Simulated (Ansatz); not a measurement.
Relaxing a structure of PbO2

The start is a generated cell, PbO2 built in the AFLOW prototype AB2_oI6_71_a_i (as in ReSi2). The cell and all atomic positions are relaxed at zero pressure with PBEsol (plane waves to 420 eV, PAW, scalar-relativistic; Ansatz, a program for electronic structure). First-step values are on the input's coarse k-mesh.

Ansatz input (later rounds restart from its end on a renewed k-mesh):
Ansatz 0.2 input:
```yaml
crystal:
  lattice:
    - [-1.6085626, 1.6167905, 3.9478692]
    - [1.6085626, -1.6167905, 3.9478692]
    - [1.6085626, 1.6167905, -3.9478692]
  atoms:
    - { symbol: Pb, position: [0, 0, 0] }
    - { symbol: O, position: [0.339, 0.339, 0] }
    - { symbol: O, position: [0.661, 0.661, 0] }
basis: { ecutwfc: 420, ecutrho_ratio: 4, xc_grid: 2, fft_grid_basis: typed }
kpoints: { mp_grid: { grid: [10, 10, 10] } }
hamiltonian:
  xc: pbesol
  dispersion: none
  pseudopotentials: { kind: paw }
scf: { occupations: { method: fermi_dirac, width: 0.05 } }
relax: { f_tol: 0.01, max_steps: 100, cell: { stress_tol: 0.02 } }
output: { forces: true, stress: true }
```

```json
{
  "largest_initial_force": "1.27 eV/Å, on O2, O3 (atoms numbered as listed)",
  "energy_released": "0.50 eV/atom",
  "volume_change": "+7.6 %, from 13.69 to 14.73 Å³/atom",
  "Shortest distances (start → end)": "The closest pairs of elements (up to four, under 3.6 Å), start → end: O–O 2.54 → 1.52 Å; O–Pb 2.61 → 2.62 Å; Pb–Pb 3.22 → 3.55 Å",
  "band_gap_at_the_end": "0.64 eV, direct at M (no spin-orbit coupling)",
  "optimiser_moves": "16"
}
```

The end point of the relaxation:

Space group I4/mmm (No. 139); a = b = 3.5511 Å, c = 7.0100 Å, α = β = γ = 90.00°

| atom | site | symmetry | x | y | z |
|---|---|---|---|---|---|
| Pb | 2a | 4/mmm | 0.0000 | 0.0000 | 0.0000 |
| O | 4e | 4mm | 0.0000 | 0.0000 | 0.3918 |
(The calculation used a cell of 3 atoms; values per cell refer to that cell.)

Final values are on a 13×13×13 k-mesh of the relaxed cell. The relaxed cell holds bonded O–O pairs (1.52 Å). No spin polarisation in the result. Spin-orbit coupling is missing; with elements this heavy it can move band edges by tenths of an eV or more.

The run could not lower the symmetry of its start; a shaken copy of this end point relaxes with PBEsol to P-1 (No. 2), 92 meV/atom lower.

The relaxed structure here is a generated cell of PbO2: the first start was made by placing the elements on the sites of a structure type, and the end was not matched to a known phase here, so it may be hypothetical. Known forms of PbO2 include space group No. 136.
